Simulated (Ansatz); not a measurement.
Here is the system:

ZnN2O6:
```
ZnN2O6
1.0
    7.48671     0.00000     0.00000
    0.00000     7.48671     0.00000
    0.00000     0.00000     7.48671
Zn N O
4 8 24
Cartesian
  3.74336   3.74336   3.74336
  0.00000   3.74336   0.00000
  0.00000   0.00000   3.74336
  3.74336   0.00000   0.00000
  5.06461   1.32125   2.42211
  2.42211   6.16546   5.06461
  6.16546   6.16546   6.16546
  1.32125   1.32125   1.32125
  1.32125   2.42211   5.06461
  6.16546   5.06461   2.42211
  2.42211   5.06461   1.32125
  5.06461   2.42211   6.16546
  4.16284   1.55981   6.12273
  3.32388   5.92691   1.36399
  7.06723   5.92691   2.37937
  0.41948   1.55981   5.10734
  0.41948   2.18355   1.36399
  7.06723   5.30316   6.12273
  3.32388   5.30316   5.10734
  4.16284   2.18355   2.37937
  6.12273   4.16284   1.55981
  1.36399   3.32388   5.92691
  2.37937   7.06723   5.92691
  5.10734   0.41948   1.55981
  1.36399   0.41948   2.18355
  6.12273   7.06723   5.30316
  5.10734   3.32388   5.30316
  2.37937   4.16284   2.18355
  1.55981   6.12273   4.16284
  5.92691   1.36399   3.32388
  5.92691   2.37937   7.06723
  1.55981   5.10734   0.41948
  2.18355   1.36399   0.41948
  5.30316   6.12273   7.06723
  5.30316   5.10734   3.32388
  2.18355   2.37937   4.16284
```

This is the r²SCAN-relaxed structure.

Task: All from plane-wave PAW r²SCAN (Ansatz code), unless another level is named. Estimate the band gap.

Result: 3.98 eV (indirect).

Task: What about the smallest direct gap on the standard path?

Result: 4.03 eV.

Task: And the formation energy from the elements (no fitted shifts)?

Result: -0.55 eV/atom.

Task: Next, the valence-band maximum?

Result: at Γ.

Task: Give the conduction-band minimum.

Result: on the Γ–R line, 46 % of the way from Γ (8 equivalent valleys).

Space group Pa-3. The first step of the workflow began from a Materials Project structure, measured or hypothetical; the Crystallography Open Database copy checked does not list it. Whether it is the stable phase at ambient conditions was not checked. The r²SCAN relaxation kept the symmetry of its start; whether a distortion lowers the energy is not shown. The references are the lowest solids computed at this level, not always the standard phases (solids in place of the gases).

Potentials: the later of the program's two PAW sets.
